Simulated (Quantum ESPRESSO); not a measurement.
# Band energies of LuVO₄

```
LuVO4
1.0
   -3.48719     3.48719     3.10428
    3.48719    -3.48719     3.10428
    3.48719     3.48719    -3.10428
O V Lu
8 2 2
Direct
  0.07258   0.76081   0.68823
  0.51081   0.32258   0.18823
  0.07258   0.38435   0.31177
  0.13435   0.32258   0.81177
  0.67742   0.86565   0.18823
  0.23919   0.92742   0.31177
  0.67742   0.48919   0.81177
  0.61565   0.92742   0.68823
  0.50000   0.50000   0.00000
  0.25000   0.75000   0.50000
  0.75000   0.25000   0.50000
  0.00000   0.00000   0.00000
```

norm-conserving PBEsol (Quantum ESPRESSO, 100 Ry, scalar-relativistic); path ΓXMΓZPNZ1M,XP; energies in eV from the valence-band maximum.

```csv
k (1/Å),point,band 58,band 59,band 60,band 61,band 62,band 63,band 64,band 65
0.00,Γ,-0.29,-0.29,-0.20,-0.20,0.00,2.87,3.45,3.81
0.21,,-0.38,-0.36,-0.35,-0.20,-0.04,2.99,3.46,3.76
0.64,X,-0.66,-0.64,-0.64,-0.22,-0.22,3.53,3.53,3.73
1.06,,-0.71,-0.52,-0.52,-0.40,-0.40,3.57,3.57,3.86
1.27,M,-0.73,-0.50,-0.50,-0.43,-0.43,3.57,3.57,3.91
1.63,,-0.71,-0.61,-0.45,-0.33,-0.26,3.51,3.53,3.62
1.99,,-0.36,-0.34,-0.33,-0.20,-0.03,2.96,3.46,3.78
2.17,Γ,-0.29,-0.29,-0.20,-0.20,0.00,2.87,3.45,3.81
2.54,,-0.63,-0.63,-0.12,-0.12,-0.06,3.32,3.58,3.70
2.90,,-0.75,-0.75,-0.53,-0.22,-0.22,3.62,3.67,3.71
3.08,Z,-0.75,-0.58,-0.58,-0.36,-0.36,3.56,3.61,3.84
3.46,,-0.76,-0.59,-0.44,-0.39,-0.25,3.62,3.68,3.71
3.83,P,-0.83,-0.81,-0.81,-0.26,-0.26,3.71,3.71,3.76
3.98,,-0.78,-0.78,-0.52,-0.40,-0.17,3.70,3.70,3.72
4.29,N,-0.77,-0.69,-0.64,-0.15,-0.14,3.63,3.68,3.71
4.59,,-0.80,-0.72,-0.43,-0.36,-0.18,3.62,3.68,3.68
4.74,,-0.70,-0.69,-0.64,-0.31,-0.26,3.58,3.65,3.76
4.89,Z1,-0.75,-0.58,-0.58,-0.36,-0.36,3.56,3.61,3.84
4.89,M,-0.73,-0.50,-0.50,-0.43,-0.43,3.57,3.57,3.91
5.53,X,-0.66,-0.64,-0.64,-0.22,-0.22,3.53,3.53,3.73
5.69,,-0.72,-0.67,-0.67,-0.23,-0.23,3.58,3.58,3.74
6.03,P,-0.83,-0.81,-0.81,-0.26,-0.26,3.71,3.71,3.76
```

The PBEsol gap is direct, 2.87 eV at Γ.

The 3d shell has no Hubbard U; the runs are without spin polarisation, and magnetic order was not tried. The 4f states are in the valence at their DFT position.

Geometry of the Materials Project entry, not relaxed at this level.
